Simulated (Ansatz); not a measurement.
This run works on a proposed trial structure, not on a known crystal.

Input and command of a plane-wave DFT calculation in Ansatz:

```yaml
crystal:
  lattice:
    - [1.6702652357, -2.8929842504, 0.0]
    - [-5.0107957072, -2.8929842504, 0.0]
    - [0.0, 1.9286561669, -15.1878874316]
  atoms:
    - { symbol: Zr, position: [0.8759836638, 0.9586612213, 0.7519673276] }
    - { symbol: Zr, position: [0.3759836638, 0.4586612213, 0.7519673276] }
    - { symbol: Zr, position: [0.4577757138, 0.8192585713, 0.9155514276] }
    - { symbol: Zr, position: [0.9577757138, 0.3192585713, 0.9155514276] }
    - { symbol: Zr, position: [0.6240163362, 0.5413387787, 0.2480326724] }
    - { symbol: Zr, position: [0.1240163362, 0.0413387787, 0.2480326724] }
    - { symbol: Zr, position: [0.0422242862, 0.6807414287, 0.0844485724] }
    - { symbol: Zr, position: [0.5422242862, 0.1807414287, 0.0844485724] }
    - { symbol: Cl, position: [0.817411203, 0.6058037343, 0.634822406] }
    - { symbol: Cl, position: [0.317411203, 0.1058037343, 0.634822406] }
    - { symbol: Cl, position: [0.682588797, 0.8941962657, 0.365177594] }
    - { symbol: Cl, position: [0.182588797, 0.3941962657, 0.365177594] }
basis:
  ecutwfc: 420
kpoints:
  mp_grid: { grid: [6, 4, 6] }
hamiltonian:
  xc: pbe
scf:
  occupations: { method: gaussian, width: 0.2 }
  lower_state_search: "off"
output:
  forces: true
  stress: true
  eigenvalues: true
```

```bash
ansatz run input.yaml --threads 1 --pin off --max-ram 2560MiB --backend cpu --events-out ev --progress --plain --runs-dir out
```

Processor: Intel(R) Xeon(R) Processor @ 2.50GHz (Skylake/Cascade Lake), 1 thread, on a host shared with other jobs.

Problem. How long does it run, and how much memory does it take?

Solution. About 120 s, peak memory 0.98 GiB. It solves 75 bands at 47 k points (after reduction by symmetry) with about 5743 plane waves, in 8 SCF iterations.
